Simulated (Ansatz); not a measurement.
## What DFT gives for AlRu

```
Ru Al
1.0
     3.03270    0.00000    0.00000
     0.00000    3.03270    0.00000
     0.00000    0.00000    3.03270
Ru Al
1 1
Direct
  0.50000 0.50000 0.50000
  0.00000 0.00000 0.00000
```

Level: PBE, no spin polarisation; 420 eV; 11×11×11 Γ-centred mesh; fermi-dirac occupations (width 0.1 eV); Ansatz 0.2.0, fixed geometry.

**Question.** What happens at the Fermi level?

**Answer.** It is a metal, with about 1.8 states/eV a cell as the mean within 0.25 eV of the Fermi level, mostly Ru d (86 %).

**Question.** Is the cell too large or too small?

**Answer.** The pressure is -5.2 GPa (compression positive), so with the atoms held at these fractions the cell would first shrink.

**Question.** How is the charge shared?

**Answer.** Bader charges in e: Al +1.84, Ru -1.84. In the mean Al gives up most and Ru takes most.

**Question.** What is the formation energy?

**Answer.** -0.63 eV an atom against the elements' usual phases (free molecules for gases, crystals otherwise, with no correction for O₂ or N₂), so it is bound against them; other compounds may still compete. Relaxing would lower it.

Origin: a database entry at a rescaled volume.
